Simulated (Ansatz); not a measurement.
Ce (fcc, Cu type)

```
Ce
1.0
    0.00000     2.36603     2.36603
    2.36603     0.00000     2.36603
    2.36603     2.36603     0.00000
Ce
1
Cartesian
  0.00000   0.00000   0.00000
```

The slice is a {100} plane (indices of the conventional cell) through the point (0.000, 0.000, 0.000) (fractional), spanned by u = [100] and v = [0 1 -1] in vectors of this cell: u (3.35 Å) and v (3.35 Å, at 90° to u). It covers one period; positions are fractions (u, v).

Level of theory: PBE (plane waves to 420 eV, PAW, scalar-relativistic; Ansatz, an electronic-structure program). k mesh 17×17×17. These are valence fields of a PAW run, semicore shells included where kept as valence: close to a nucleus they are smooth pseudo fields. Ce is run without spin polarisation. Ce was relaxed with its symmetry unable to fall. The relaxed volume of Ce is well below the measured one. The f-shell state is unchecked: a lower one may exist.

Three fields on this plane, each scaled to ten steps between its own extremes (0 low, 9 high; the total valence density on a logarithmic scale, the potential cut 8 eV below its top; x marks points blanked near nuclei; v = 0 in the bottom row):

Map A
```
|xxxxxxxxxx0000233320000xxxxxxxxx|
|xxxxxxxxxx0001234321000xxxxxxxxx|
|xxxxxxxxxx0001344431000xxxxxxxxx|
|xxxxxxxxx000023444320000xxxxxxxx|
|xxxxxxxxx000134555431000xxxxxxxx|
|xxxxxxxx00002455655420000xxxxxxx|
|xxxxxxx0000134566654310000xxxxxx|
|xxxxxx000003456777654300000xxxxx|
|xxxx0000002456777776542000000xxx|
|00000000024567788877654200000000|
|00000001345678888888765431000000|
|00000123456788899988876543210000|
|00112344567889999999887654432110|
|22233455677889999999887765543322|
|33344556778899999999988776554433|
|33444566778899999999988776654443|
|33344556778899999999988776554433|
|22233455677889999999887765543322|
|00112344567889999999887654432110|
|00000123456788899988876543210000|
|00000001345678888888765431000000|
|00000000024567788877654200000000|
|xxxx0000002456777776542000000xxx|
|xxxxxx000003456777654300000xxxxx|
|xxxxxxx0000134566654310000xxxxxx|
|xxxxxxxx00002455655420000xxxxxxx|
|xxxxxxxxx000134555431000xxxxxxxx|
|xxxxxxxxx000023444320000xxxxxxxx|
|xxxxxxxxxx0001344431000xxxxxxxxx|
|xxxxxxxxxx0001234321000xxxxxxxxx|
|xxxxxxxxxx0000233320000xxxxxxxxx|
|xxxxxxxxxx0000233320000xxxxxxxxx|
```

Map B
```
|xxxxxxxxxx9753211123579xxxxxxxxx|
|xxxxxxxxxx9653211123569xxxxxxxxx|
|xxxxxxxxxx8643211123468xxxxxxxxx|
|xxxxxxxxx975421111124579xxxxxxxx|
|xxxxxxxxx975321101123579xxxxxxxx|
|xxxxxxxx97643110001134679xxxxxxx|
|xxxxxxx9865321000001235689xxxxxx|
|xxxxxx986532110000011235689xxxxx|
|xxxx9976543210000000123456799xxx|
|99987765332100000000012335677899|
|77665543221100000000011223455667|
|55544332110000000000000112334455|
|33332211100000000000000011122333|
|22221110000000000000000000111222|
|11111100000000000000000000011111|
|11111000000000000000000000001111|
|11111100000000000000000000011111|
|22221110000000000000000000111222|
|33332211100000000000000011122333|
|55544332110000000000000112334455|
|77665543221100000000011223455667|
|99987765332100000000012335677899|
|xxxx9976543210000000123456799xxx|
|xxxxxx986532110000011235689xxxxx|
|xxxxxxx9865321000001235689xxxxxx|
|xxxxxxxx97643110001134679xxxxxxx|
|xxxxxxxxx975321101123579xxxxxxxx|
|xxxxxxxxx975421111124579xxxxxxxx|
|xxxxxxxxxx8643211123468xxxxxxxxx|
|xxxxxxxxxx9653211123569xxxxxxxxx|
|xxxxxxxxxx9753211123579xxxxxxxxx|
|xxxxxxxxxx9753211123579xxxxxxxxx|
```

Map C
```
|xxxxxxxxxx8521000001258xxxxxxxxx|
|xxxxxxxxxx8521000001258xxxxxxxxx|
|xxxxxxxxxx7421000001247xxxxxxxxx|
|xxxxxxxxx964210000012469xxxxxxxx|
|xxxxxxxxx853110000011358xxxxxxxx|
|xxxxxxxx97421111111112479xxxxxxx|
|xxxxxxx9753211111111123579xxxxxx|
|xxxxxx975421112222211124579xxxxx|
|xxxx9875422112233322112245789xxx|
|88876543221223344433221223456788|
|55544322112234555554322112234455|
|22222111112345667665432111112222|
|11111111123456778776543211111111|
|00000011223567888887653221100000|
|00000011234567899987654321100000|
|00000011234578899988754321100000|
|00000011234567899987654321100000|
|00000011223567888887653221100000|
|11111111123456778776543211111111|
|22222111112345667665432111112222|
|55544322112234555554322112234455|
|88876543221223344433221223456788|
|xxxx9875422112233322112245789xxx|
|xxxxxx975421112222211124579xxxxx|
|xxxxxxx9753211111111123579xxxxxx|
|xxxxxxxx97421111111112479xxxxxxx|
|xxxxxxxxx853110000011358xxxxxxxx|
|xxxxxxxxx964210000012469xxxxxxxx|
|xxxxxxxxxx7421000001247xxxxxxxxx|
|xxxxxxxxxx8521000001258xxxxxxxxx|
|xxxxxxxxxx8521000001258xxxxxxxxx|
|xxxxxxxxxx8521000001258xxxxxxxxx|
```

### Question
Assign the maps to these fields: electron localisation function (ELF); valence electron density; electrostatic potential energy of an electron, from the cell's mean.

### Answer
A is the electrostatic potential energy of an electron, from the cell's mean; B is the valence electron density; C is the electron localisation function (ELF).
